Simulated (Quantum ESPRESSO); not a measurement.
**How shieldings converge in NaI**

```
NaI
1.0
    0.00000     3.21866     3.21866
    3.21866     0.00000     3.21866
    3.21866     3.21866     0.00000
Na I
1 1
Direct
  0.00000   0.00000   0.00000
  0.50000   0.50000   0.50000
```
Geometry: a computed entry of the Materials Project; it was not checked against measured cells. It is NaI in Fm-3m. Stability against distortions was not tested.

Method: PBE GIPAW (a modified build of Quantum ESPRESSO, JTH PAW datasets); kept fixed: k-mesh 5×5×5 shifted. Shieldings are absolute and leave out the bulk-susceptibility term; a larger σ means a smaller chemical shift. Spin–orbit coupling is left out; its weight grows with the heaviest atom, I here. The datasets of Na, I hold no d projectors, which limits absolute σ on these atoms. The structure is static (0 K, no zero-point motion).

| plane-wave cutoff (Ha) | σ_iso Na (ppm) | σ_iso I (ppm) | f-sum rule missed by (%) |
|---|---|---|---|
| 8 | 561.2 | 4729.4 | 2.8 |
| 10 | 521.3 | 4777.7 | 1.2 |
| 12 | 521.2 | 4786.4 | 0.56 |
| 15 | 536.0 | 4791.6 | 0.16 |
| 18 | 543.0 | 4788.5 | 0.02 |
| 22 | 544.6 | 4789.3 | 0.01 |
| 28 | 543.3 | 4786.1 | 0.00 |
| 30 | 543.1 | 4787.2 | 0.00 |
| 35 | 543.0 | 4786.1 | 0.00 |
| 45 | 543.1 | 4786.1 | 0.00 |

Largest spread: σ_iso I (ppm) moves over 62.2 across the rows.
